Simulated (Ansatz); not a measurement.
CuI (zinc blende, space group No. 216), the program Ansatz at the r²SCAN level (PAW). The conduction-band minimum lies at Γ, with 1 equivalent valley. Second derivatives d²E/dk² of the lowest band at one valley (eV·Å²), along Cartesian directions:

```json
[
 {"direction": "[100]", "d²E/dk²": "41.97"},
 {"direction": "[010]", "d²E/dk²": "41.97"},
 {"direction": "[001]", "d²E/dk²": "41.97"},
 {"direction": "[110]", "d²E/dk²": "41.94"},
 {"direction": "[101]", "d²E/dk²": "41.94"},
 {"direction": "[011]", "d²E/dk²": "41.94"}
]
```

Q: Find the principal effective masses, the density-of-states mass and the conductivity mass.

A: Off-diagonal terms follow from H_xy = H[110] − (H_xx + H_yy)/2, and m*/mₑ = 7.620 eV·Å² over each eigenvalue: 0.18, 0.18, 0.18. One valley's DOS mass (m₁m₂m₃)^(1/3) = 0.18, conductivity mass 3/(Σ 1/mᵢ) = 0.18 mₑ.

Q: What effective density of states Nc follows at 300 K for parabolic valleys?

A: Nc = 2.509e19 × 1 × (0.18)^(3/2) ≈ 1.9e18 cm⁻³.

Q: With the computed static dielectric constant 7.05 (mean of the diagonal), estimate a hydrogenic donor's binding energy and radius.

A: E = 13.606 eV × 0.18/7.05² ≈ 49 meV; a = 0.529 Å × ε/m* ≈ 21 Å. Semilocal masses tend to be too small where the gap is.

Q: With ε∞ = 5.70 and ω_LO = 144 cm⁻¹, what Fröhlich coupling constant follows?

A: α = (1/ε∞ − 1/ε0) √(m* × 13.606 eV/ħω_LO) = 0.39.

Space group F-43m (zinc blende). Symmetry was held in the r²SCAN relaxation; phonons on a q-mesh show no instability. The run is not spin-polarised. Scalar-relativistic: spin–orbit coupling is off unless named, which matters more the heavier the elements.

Potentials: the later of the program's two PAW sets.
